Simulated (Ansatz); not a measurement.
BaS:
```xyz
2
Lattice="0.0000 3.1658 3.1658 3.1658 0.0000 3.1658 3.1658 3.1658 0.0000" Properties=species:S:1:pos:R:3 pbc="T T T"
Ba     0.0000     0.0000     0.0000
S      3.1658     3.1658     3.1658
```

Cartesian axes are those of the cell as given.

### Question
Give the high-frequency dielectric tensor and the Born effective charge tensors of the independent atoms from DFPT, the program Ansatz at the PBEsol level (PAW).

### Answer

ε∞:
```
4.99  0.00  0.00
0.00  4.99  0.00
0.00  0.00  4.99
```
Z* of atom 1 (Ba), rows: field, columns: displacement, in e:
```
2.62  0.00  0.00
0.00  2.62  0.00
0.00  0.00  2.62
```
Z* of atom 2 (S), rows: field, columns: displacement, in e:
```
-2.62   0.00   0.00
 0.00  -2.62   0.00
 0.00   0.00  -2.62
```

Space group Fm-3m (rock salt). The PBEsol relaxation kept the symmetry of its start. Scalar-relativistic: spin–orbit coupling is off unless named, which matters more the heavier the elements.

Potentials: the later of the program's two PAW sets.
